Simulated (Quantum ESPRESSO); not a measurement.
**Band energies of BaO**

```xyz
4
Lattice="3.7434 0.0000 0.0000 -1.8717 3.2419 0.0000 0.0000 0.0000 6.5331" Properties=species:S:1:pos:R:3 pbc="T T T"
O      0.0000     0.0000     3.2665
O      0.0000     0.0000     0.0000
Ba     0.0000     2.1613     1.6333
Ba     1.8717     1.0806     4.8998
```

norm-conserving PBEsol (Quantum ESPRESSO, 84 Ry, with spin-orbit coupling); path ΓMKΓALHA,LM,KH; energies in eV from the valence-band maximum.

```csv
k (1/Å),point,band 32,band 33,band 34,band 35,band 36,band 37,band 38,band 39
0.00,Γ,-0.05,3.30,3.30,3.80,3.80,4.15,4.15,5.23
0.32,,-0.23,3.11,3.11,4.29,4.29,4.69,4.69,5.96
0.65,,-0.15,2.70,2.70,4.89,4.89,5.47,5.47,6.13
0.97,M,-0.01,2.40,2.40,4.83,4.83,5.14,5.14,7.28
1.08,,-0.06,2.52,2.52,4.91,4.91,5.11,5.11,7.25
1.42,,-0.65,3.80,3.80,4.52,4.52,5.95,5.95,6.77
1.53,K,-0.80,4.15,4.15,4.28,4.28,6.32,6.32,6.57
1.86,,-0.43,3.44,3.44,4.54,4.54,6.02,6.02,6.13
2.20,,-0.34,3.08,3.08,4.65,4.65,4.95,4.95,6.35
2.65,Γ,-0.05,3.30,3.30,3.80,3.80,4.15,4.15,5.23
3.01,,-0.92,4.00,4.00,4.01,4.01,4.93,4.93,5.79
3.13,A,-1.07,4.06,4.06,4.06,4.06,5.72,5.72,5.72
3.45,,-0.85,3.92,3.92,3.92,3.92,5.43,5.43,5.43
3.77,,-0.89,3.71,3.71,3.71,3.71,5.58,5.58,5.58
4.10,L,-0.91,3.77,3.77,3.77,3.77,5.56,5.56,5.56
4.21,,-0.67,3.80,3.80,3.83,3.83,5.58,5.58,5.59
4.55,,-0.04,4.48,4.48,4.61,4.61,5.52,5.52,5.54
4.66,H,0.00,4.66,4.66,4.82,4.82,5.41,5.41,5.41
4.94,,-0.20,4.06,4.06,4.14,4.14,5.64,5.64,5.67
5.22,,-0.59,3.76,3.76,3.80,3.80,5.43,5.43,5.46
5.59,,-0.94,4.01,4.01,4.02,4.02,5.56,5.56,5.56
5.78,A,-1.07,4.06,4.06,4.06,4.06,5.72,5.72,5.72
5.78,L,-0.91,3.77,3.77,3.77,3.77,5.56,5.56,5.56
6.16,,-0.07,2.48,2.48,4.81,4.81,5.12,5.12,7.22
6.26,M,-0.01,2.40,2.40,4.83,4.83,5.14,5.14,7.28
6.26,K,-0.80,4.15,4.15,4.28,4.28,6.32,6.32,6.57
6.35,,-0.60,4.19,4.19,4.31,4.31,6.38,6.38,6.43
6.74,H,0.00,4.66,4.66,4.82,4.82,5.41,5.41,5.41
```

The PBEsol gap is 2.40 eV and nearly direct: the edges lie at H and M, the smallest direct gap within 0.02 eV of it. Another valence extremum on the path lies within 0.02 eV, too close to call.

Geometry relaxed with PBEsol.

This is not the ordinary phase of the substance; no match was found in the copy of COD used, and its stability was not checked.
